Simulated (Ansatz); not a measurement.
A plane-wave run on Mo$_{2}$Cl

Input file of Ansatz 0.2.0:

```yaml
crystal:
  lattice:
    - [5.458775, 0.0, 0.0]
    - [0.0, 6.94596, 0.0]
    - [0.0, 0.0, 6.006382]
  atoms:
    - { symbol: Cl, position: [0.0, 0.375, 0.25] }
    - { symbol: Cl, position: [0.5, 0.125, 0.75] }
    - { symbol: Cl, position: [0.0, 0.625, 0.75] }
    - { symbol: Cl, position: [0.5, 0.875, 0.25] }
    - { symbol: Mo, position: [0.245, 0.125, 0.083] }
    - { symbol: Mo, position: [0.255, 0.375, 0.583] }
    - { symbol: Mo, position: [0.745, 0.375, 0.917] }
    - { symbol: Mo, position: [0.755, 0.125, 0.417] }
    - { symbol: Mo, position: [0.755, 0.875, 0.917] }
    - { symbol: Mo, position: [0.745, 0.625, 0.417] }
    - { symbol: Mo, position: [0.255, 0.625, 0.083] }
    - { symbol: Mo, position: [0.245, 0.875, 0.583] }
  symmetry: { tolerance: 0.0003 }
kpoints:
  mp_grid: { grid: [6, 4, 4], shift: [0, 0, 0] }
  band_path:
    path:
      - [0.0, 0.0, 0.0]
      - [0.5, 0.0, 0.0]
      - [0.5, 0.5, 0.0]
      - [0.0, 0.5, 0.0]
      - [0.0, 0.0, 0.0]
      - [0.0, 0.0, 0.5]
      - [0.5, 0.0, 0.5]
      - [0.5, 0.5, 0.5]
      - [0.0, 0.5, 0.5]
      - [0.0, 0.0, 0.5]
      - [0.5, 0.0, 0.0]
    npoints: 7
magnetization:
  spin_polarized: false
scf:
  occupations: { method: gaussian, width: 0.0101 }
  lower_state_search: "off"
  max_iter: 200
hamiltonian:
  pseudopotentials: { kind: paw }
  xc: pbe
basis:
  ecutwfc: 420
  fft_grid_basis: typed
output:
  forces: true
  stress: true
  eigenvalues: true
  bader: true
  populations: true
  elf: true
  write_potential: true
  volumetric_format: npy
  dos:
    e_range: [-12, 8]
    de: 0.05
    projected: { site_lists: { Cl: [Cl], Mo: [Mo] } }
checkpoint:
  read: saved_state
```

Command:

```sh
ansatz run input.yaml --threads 1 --pin off --max-ram 2560MiB --backend cpu --events-out ev --progress --plain --runs-dir out
```

The saved state is an earlier solution for the same cell, perhaps on another mesh. 

Parts of the output:

```
Pseudopotentials: kind: paw
Pseudopotential: Cl, paw, valence charge 7, recommended cutoff 420 eV (normal), Cl.paw.azcp
Pseudopotential: Mo, paw, valence charge 14, recommended cutoff 420 eV (normal), Mo.paw.azcp
Functional definition: PBE
  exchange = pbe_x(kappa = kappa, mu = beta*pi^2/3)
  correlation = pbe_c(beta = beta)
Crystal: 12 atoms, lattice volume = 227.741 Å³
Basis set: ecut = 420 eV, 4429 PW (Γ), exchange–correlation on 80×96×90 points (8 copies of the dense FFT grid, shifted against one another)
Bands: 84, of which v1, the nominal top of the filled ones, is band 70 counted from 1 (69 counted from 0)
Symmetry: 8 space group operations
Space group: Pbcn (ITA 60), of the structure as read, at distance tolerance 1.8e-3 Å
k-points: 36 of 96
Initial density: read from a saved state, or passed on in memory by an earlier SCF of this step, an earlier step, the calling program or the single point that the run made first
Functional: x = pbe(κ = 0.804, μ = 0.2195), c = pbe(β = 0.0667)
Free energy (F): -43949.7707 eV
Harris-Foulkes:  -43949.7707 eV  (|F-HF|=9.46e-11)
Internal energy: -43949.7694 eV  (E = F + TS)
E sigma→0 (E₀):  -43949.7700 eV
Entropy (-TS):   -0.0014 eV (-0.113 meV/atom)
Fermi energy:    14.2752 eV
--- Stress (GPa, compression-positive) ---
      -19.2043       0.0000       0.0000
        0.0000     -20.0675       0.0000
        0.0000       0.0000     -18.5425
  P = ⅓ Tr σ = -19.2714 GPa (-192.714 kbar)
```

Origin: a known structure type with other elements, at an estimated volume, so it need not be a known compound. Caveats: many states at the Fermi level without spin polarisation, so a magnetic state may lie lower; atoms or cell far from equilibrium.

It took 3.3 min on 1 thread of Arm Neoverse V1, on a shared host, peak memory 1 GiB, starting from a saved density.
